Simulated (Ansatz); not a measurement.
Relaxed-ion elastic tensor of Si2W in space group P6_222 (No. 180; Si on 6j, W on 3d) in GPa (Voigt order), plane-wave PAW r²SCAN (Ansatz code); density 9.95 g/cm³, 13.35 Å³ per atom.

```csv
,1,2,3,4,5,6
1,465,82.2,151,0.0,0.0,0.0
2,82.2,465,151,0.0,0.0,0.0
3,151,151,447,0.0,0.0,0.0
4,0.0,0.0,0.0,155,0.0,0.0
5,0.0,0.0,0.0,0.0,155,0.0
6,0.0,0.0,0.0,0.0,0.0,191
```

Is the crystal mechanically stable?

Yes: the smallest eigenvalue of C is 155 GPa.

Work out the Voigt, Reuss and Hill averages.

K_V = 238, K_R = 238, K_H = 238; G_V = 167, G_R = 164, G_H = 165 GPa.

Give Young's modulus, Poisson's ratio, Pugh's ratio and the universal anisotropy index.

E = 9KG/(3K + G) = 402 GPa; ν = 0.22; K/G = 1.44 (brittle by the Pugh limit of 1.75); A_U = 5G_V/G_R + K_V/K_R − 6 = 0.09.

Estimate the sound speeds and the Debye temperature.

v_l = √((K + 4G/3)/ρ) = 6780 m/s, v_t = √(G/ρ) = 4070 m/s, mean 4510 m/s; Θ = (h/k)(3n/4πV)^(1/3) v_m = 566 K.

How much does each axis shrink under pressure?

Linear compressibilities β_i = Σ_j S_ij (j = 1 to 3): x 1.5, y 1.5, z 1.2 per TPa.

The workflow started from a Materials Project entry (that database holds measured and hypothetical structures alike); the Crystallography Open Database copy checked does not list it. It is not the phase usual at ambient conditions (space group No. 139). The r²SCAN relaxation kept the symmetry of its start; phonons on a q-mesh show no instability. No spin polarisation was allowed. Scalar-relativistic: spin–orbit coupling is off unless named, which matters more the heavier the elements.

Potentials: the earlier of the program's two PAW sets.
